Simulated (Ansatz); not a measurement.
Q: TaAs in space group I4_1md (No. 109; Ta on 4a, As on 4a) is relaxed with LDA (plane waves, PAW; program Ansatz). What lattice parameters of the conventional cell result?

A: a = 3.405 Å, c = 11.511 Å.

Q: Give the free coordinates with the occupied sites.

A: In one choice of origin and axes:

```csv
atom,site,symmetry,x,y,z
Ta,4a,2mm.,0.0000,0.0000,0.7503
As,4a,2mm.,0.0000,0.0000,0.3323
```

Q: Is it a metal or does it have a gap at this level?

A: No gap at this level.

The cell was relaxed with LDA under the symmetry of its start. No spin polarisation was allowed. A small band overlap can be real or an error of a semilocal functional. Scalar-relativistic: spin–orbit coupling is off unless named, which matters more the heavier the elements.

Potentials: the earlier of the program's two PAW sets.
